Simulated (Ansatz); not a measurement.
BeS:
```yaml
crystal:
  lattice:
    - [3.44991, 0.00000, 0.00000]
    - [-1.72496, 2.98771, 0.00000]
    - [0.00000, 0.00000, 7.83182]
  atoms:
    - { symbol: Be, position: [0.00000, 0.50000, 0.33333] }
    - { symbol: Be, position: [0.50000, 0.50000, 0.66667] }
    - { symbol: Be, position: [0.50000, 0.00000, 0.00000] }
    - { symbol: S, position: [0.00000, 0.50000, 0.83333] }
    - { symbol: S, position: [0.50000, 0.50000, 0.16667] }
    - { symbol: S, position: [0.50000, 0.00000, 0.50000] }
```

This is the r²SCAN-relaxed structure. Tensor components refer to the Cartesian frame of this cell.

**Question.** All from r²SCAN in the plane-wave PAW code Ansatz, unless another level is named. Predict the Hill bulk and shear moduli.

**Answer.** 104 and 73.8 GPa.

**Question.** Next, the piezoelectric stress constants (proper, relaxed ions, C/m²)?

**Answer.** e14 = 0.23, e25 = -0.23.

Space group P6_422. The start of the workflow was typed in or built on a structure type; neither database checked (COD, Materials Project) lists it. COD files the formula under space group No. 216, so this cell is another polymorph or a model. Whether it is the stable phase at ambient conditions was not checked. The cell was relaxed with r²SCAN under the symmetry of its start; its stability against distortions is not shown here.

Potentials: the earlier of the program's two PAW sets.
